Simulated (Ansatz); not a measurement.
KTaO3:
```yaml
crystal:
  lattice:
    - [3.99013, 0.00000, 0.00000]
    - [0.00000, 3.99013, 0.00000]
    - [0.00000, 0.00000, 3.99013]
  atoms:
    - { symbol: K, position: [0.00000, 0.00000, 0.00000] }
    - { symbol: Ta, position: [0.50000, 0.50000, 0.50000] }
    - { symbol: O, position: [0.00000, 0.50000, 0.50000] }
    - { symbol: O, position: [0.50000, 0.50000, 0.00000] }
    - { symbol: O, position: [0.50000, 0.00000, 0.50000] }
```

Relaxed with r²SCAN. Special points in fractions of this cell's reciprocal vectors: Γ (0.000, 0.000, 0.000); X (0.000, 0.500, 0.000); M (0.500, 0.500, 0.000); R (0.500, 0.500, 0.500).

**Question.** List the band energies nearest the valence-band maximum at these points for the program Ansatz at the r²SCAN level (PAW).

**Answer.** In eV from the valence-band maximum; about four levels below and three above (degenerate sets whole), none deeper than 8.9 eV; points with the same levels are listed once.

| k | below | above |
|---|---|---|
| Γ | -1.08 -1.08 -1.08 -0.64 -0.64 -0.64 | 2.63 2.63 2.63 |
| X | -2.14 -1.53 -0.87 -0.87 | 2.78 5.44 5.44 |
| M | -1.71 -1.45 -1.45 -0.04 | 5.48 5.48 6.79 |
| R | -3.93 -3.93 -3.93 0.00 0.00 0.00 | 6.92 6.92 6.92 |

Space group Pm-3m (cubic perovskite). Symmetry was held in the r²SCAN relaxation. The run is not spin-polarised. Spin–orbit coupling is left out wherever it is not named.

Potentials: the later of the program's two PAW sets.
